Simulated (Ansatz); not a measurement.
Stability checks on a candidate for K₄As

The structure comes from a generated guess, relaxed at this level; another structure or a mixture of phases may lie lower.

Computed with DFT PBE, scalar-relativistic, plane waves, PAW (Ansatz). Settings of the last relaxation (5-atom cell): 420 eV, 8×8×6 k points, Gaussian smearing of 0.10 eV, no spin polarisation.

```cif
data_structure
_symmetry_space_group_name_H-M 'P4/mmm'
_symmetry_Int_Tables_number 123
_cell_length_a 5.7215
_cell_length_b 5.7215
_cell_length_c 8.3796
_cell_angle_alpha 90.000
_cell_angle_beta 90.000
_cell_angle_gamma 90.000
_cell_volume 274.32
loop_
_atom_site_label
_atom_site_type_symbol
_atom_site_symmetry_multiplicity
_atom_site_Wyckoff_symbol
_atom_site_fract_x
_atom_site_fract_y
_atom_site_fract_z
_atom_site_occupancy
K1 K 4 i 0.50000 0.00000 0.21801 1
As1 As 1 a 0.00000 0.00000 0.00000 1
```

Energies over the elements count from the elements' standard structures at the same level, with no fitted energy shifts.

Problem. These tests were run: energy against the elements; phonons at Γ; elastic tensor. What do they show?

Solution.

| test | result |
| --- | --- |
| energy against the elements | −0.21 eV/atom |
| phonons at Γ | lowest optical mode 39 cm⁻¹ |
| elastic tensor | least eigenvalue -1 GPa |

It fails none of these tests outright. Other phases of the system weren't compared here, so this isn't yet thermodynamic stability. Phonons away from Γ weren't computed. Undecided within the accuracy: elastic tensor.

The cell is a metal run without spin; a magnetic state may lie lower. The reference form of As is held partly by dispersion forces, which this level lacks. The run for the phonons used an 8×8×6 k mesh and Fermi–Dirac smearing of 0.15 eV. The run for the elastic tensor used an 8×8×6 k mesh and Fermi–Dirac smearing of 0.15 eV.
